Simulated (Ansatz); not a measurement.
Fields on a plane of InSb (zinc blende)

```xyz
2
Lattice="0.0000 3.3173 3.3173 3.3173 0.0000 3.3173 3.3173 3.3173 0.0000" Properties=species:S:1:pos:R:3 pbc="T T T"
Sb     4.9760     4.9760     4.9760
In     0.0000     0.0000     0.0000
```

The slice is a {111} plane (indices of the conventional cell) through the point (0.000, 0.000, 0.000) (fractional), spanned by u = [100] and v = [-1 2 0] in vectors of this cell: u (4.69 Å) and v (8.13 Å, at 90° to u). It covers one period; positions are fractions (u, v).

Atoms on it: In at (0.00, 0.00); In at (0.50, 0.50). Other atoms lie within 1 Å of the plane.

Level of theory: PBE (plane waves to 420 eV, PAW, scalar-relativistic; Ansatz, a first-principles code). k mesh 12×12×12. Inside the PAW spheres the values are not all-electron values, and peaks at nuclei hang on which shells count as valence. At this level the bands of InSb touch or barely overlap; measurements give the solid a gap. InSb was relaxed with its symmetry unable to fall. Spin-orbit coupling is left out, though Sb is heavy.

| v \ u | 0.00 | 0.17 | 0.33 | 0.50 | 0.67 | 0.83 |
|---|---|---|---|---|---|---|
| 0.90 | x | <-3.0 | 0.5 | <-3.0 | 0.5 | <-3.0 |
| 0.80 | 4.0 | 4.4 | -0.9 | x | -0.9 | 4.4 |
| 0.70 | 5.9 | 5.6 | 3.7 | 1.4 | 3.7 | 5.6 |
| 0.60 | 5.9 | 4.7 | <-3.0 | x | <-3.0 | 4.7 |
| 0.50 | 4.3 | 3.2 | x | x | x | 3.2 |
| 0.40 | <-3.0 | 0.5 | <-3.0 | x | <-3.0 | 0.5 |
| 0.30 | x | -0.9 | 4.4 | 4.0 | 4.4 | -0.9 |
| 0.20 | 1.4 | 3.7 | 5.6 | 5.9 | 5.6 | 3.7 |
| 0.10 | x | <-3.0 | 4.7 | 5.9 | 4.7 | <-3.0 |
| 0.00 | x | x | 3.2 | 4.3 | 3.2 | x |

Values: electrostatic potential energy of an electron, from the cell's mean, in eV. Points within 1 Å of a nucleus are blanked (x), as the pseudised field means little there. Values under -3 eV are set to -3. The zero, the cell's mean, hangs on the PAW cores.

```
|998866444433443344446688|
|665544444444444444444455|
|443333334455555544333333|
|222222334455555544332222|
|111122223344444433222211|
|000011223344444433221100|
|000011223344444433221100|
|001111334455665544331111|
|111122336688998866332211|
|223333446699999966443333|
|443344446688998866444433|
|444444444455665544444444|
|555544333333443333334455|
|555544332222222222334455|
|444433222211111122223344|
|444433221100000011223344|
|444433221100000011223344|
|665544331111001111334455|
|998866332211111122336688|
|999966443333223333446699|
```
Scale: ten equal steps from -1.90 (start of '0') to 1.12 (end of '9'), in the order '0123456789'. Values: log₁₀ of the valence density in e/Å³. The map has 12 points along u (two characters each, u = 0 at the left) and 20 along v (v = 0 in the bottom row). The scale is logarithmic, as a density can span decades between atoms and voids.
